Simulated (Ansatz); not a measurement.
N-14 nuclear quadrupole resonance in Si₃N₄

Cell: a COD entry (perhaps calculated rather than measured), its atoms then relaxed with PBE in this cell.

Space group Fd-3m:1 (No. 227); a = 7.6765 Å.

```csv
site,Wyckoff,site symmetry,x,y,z
Si1,16d,.-3m,0.1250,0.1250,0.6250
Si5,8a,-43m,0.5000,0.5000,0.0000
N,32e,.3m,0.8822,0.8822,0.3822
```

One atom of each set is listed; the run and its k-mesh use a cell of 14 atoms with edges of 5.43, 5.43, 5.43 Å.

Level of theory: DFT, PBE, plane waves and PAW, scalar-relativistic, 420 eV cutoff, Γ-centred 6×6×6 k-points, Fermi–Dirac smearing 0.02 eV (Ansatz 0.2.0).

N-14: I = 1, Q = 20.44 mb (year-2017 value). Static lattice, zero field.

(1) The simulated lines lie at 1.04 MHz. What are |C_Q|, η and |V_zz| at N?

Answers

(1) For I = 1 the lines are ν± = (3/4)|C_Q|(1 ± η/3) and ν₀ = |C_Q|η/2. Here |C_Q| = 1.38 MHz, η = 0.00 and |V_zz| = 2.79 × 10²¹ V/m². The calculation gives V_zz positive; the lines don't show the sign. The site has 4 Si at 1.76–1.87 Å.

An axis of threefold or higher order runs through N, so V_zz lies along it and η is zero.

At this cell the PBE pressure is 14 GPa, so with PBE the cell would grow if it were relaxed. The entry's cell may itself be off.
